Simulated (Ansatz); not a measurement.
# BaSr$_{2}$: computed properties

Method: DFT PBE, scalar-relativistic, plane waves, PAW in Ansatz 0.2.0.

Settings: cutoff 420 eV, Γ-centred mesh 6×6×6 on the computed 6-atom cell, Gaussian smearing of 0.10 eV; no spin polarisation.

The structure is relaxed at this level of theory with its symmetry kept, and needn't be the ground state of this composition.

```cif
data_structure
_symmetry_space_group_name_H-M 'P6_3/mmc'
_symmetry_Int_Tables_number 194
_cell_length_a 6.9705
_cell_length_b 6.9705
_cell_length_c 8.1788
_cell_angle_alpha 90.000
_cell_angle_beta 90.000
_cell_angle_gamma 120.000
_cell_volume 344.15
loop_
_atom_site_label
_atom_site_type_symbol
_atom_site_symmetry_multiplicity
_atom_site_Wyckoff_symbol
_atom_site_fract_x
_atom_site_fract_y
_atom_site_fract_z
_atom_site_occupancy
Ba1 Ba 2 d 0.33333 0.66667 0.75000 1
Sr1 Sr 2 a 0.00000 0.00000 0.00000 1
Sr2 Sr 2 c 0.33333 0.66667 0.25000 1
```

| Property | Result |
| --- | --- |
| Space group | P6_3/mmc (No. 194) |
| Volume per atom | 57.36 Å³ |
| Formation energy from the elements' standard states (uncorrected) | +0.052 eV/atom |
| Kohn–Sham band gap | none (metal) |
| Density of states at the Fermi level | 3.8 states/eV per cell |
| Bader charge by site (e) | Ba (2 in the cell) 0.14, Sr (2 in the cell) 0.20, Sr (2 in the cell) -0.34 |

Spin-orbit coupling is left out, which matters for the bands of heavy elements. Spin polarisation was left out, and a magnetic state may lie lower.

The cell was found from a structure generator's guess, not taken from experiment.
